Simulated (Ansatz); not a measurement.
Al$_{2}$O$_{3}$ (corundum, space group No. 167), PBE in the plane-wave PAW code Ansatz. The conduction-band minimum lies at Γ, with 1 equivalent valley. Second derivatives d²E/dk² of the lowest band at one valley (eV·Å²), along Cartesian directions:

```
direction  d²E/dk²
---------  -------
[100]        20.88
[010]        20.88
[001]        19.83
[110]        20.88
[101]        20.35
[011]        20.35
```

### Question
Find the principal effective masses, the density-of-states mass and the conductivity mass.

### Answer
Off-diagonal terms follow from H_xy = H[110] − (H_xx + H_yy)/2, and m*/mₑ = 7.620 eV·Å² over each eigenvalue: 0.36, 0.36, 0.38. One valley's DOS mass (m₁m₂m₃)^(1/3) = 0.37, conductivity mass 3/(Σ 1/mᵢ) = 0.37 mₑ.

### Question
What effective density of states Nc follows at 300 K for parabolic valleys?

### Answer
Nc = 2.509e19 × 1 × (0.37)^(3/2) ≈ 5.6e18 cm⁻³.

### Question
With the computed static dielectric constant 11.0 (mean of the diagonal), estimate a hydrogenic donor's binding energy and radius.

### Answer
E = 13.606 eV × 0.37/11.0² ≈ 42 meV; a = 0.529 Å × ε/m* ≈ 16 Å. Semilocal masses tend to be too small when the gap is underestimated.

Space group R-3c (corundum). The PBE relaxation kept the symmetry of its start.

Potentials: the later of the program's two PAW sets.
